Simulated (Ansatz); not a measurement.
Sb, DFT, PBEsol, PAW with Ansatz's default frozen-core files, scalar-relativistic (Ansatz 0.2.0), run on 1 thread of Intel(R) Xeon(R) 6975P-C (Granite Rapids) on a shared host.

The cell comes from COD entry 9013009, which wasn't checked; take it as a given geometry. The listed cell was then made from it by scaling, straining or moving an atom.

Command: `ansatz run input.yaml --threads 1 --pin off --max-ram 3072MiB --backend cpu --events-out ev --progress --plain --runs-dir out`

```yaml
crystal:
  lattice:
    - [0.0, 2.32805, 2.305]
    - [2.32805, 0.0, 2.305]
    - [2.32805, 2.32805, 0.0]
  atoms:
    - { symbol: Sb, position: [0.0, 0.0, 0.0] }
kpoints:
  mp_grid: { grid: [14, 14, 14] }
scf:
  occupations: { method: fermi_dirac, width: 0.03 }
hamiltonian:
  xc: pbesol
  pseudopotentials: { kind: paw }
output:
  forces: true
  stress: true
  eigenvalues: true
  efg: { contact_densities: true }
  write_density: true
  write_potential: true
  elf: true
  volumetric_format: npy
```

(1) How large is the problem that the program sets up?

(2) Estimate the wall time and the peak memory.

(3) And the same cell and mesh by all-electron PAW (datasets made for this crystal), asked for forces, stress, eigenvalues, efg, on the same hardware?

Results:

(1) 244 irreducible k-points, 531 plane waves at Γ, 12 bands.

(2) 3.6 s of wall time for 6 SCF iterations, with a peak of 0.45 GiB. Times on shared machines scatter by tens of per cent.

(3) 4.5 s, peak memory 0.45 GiB.
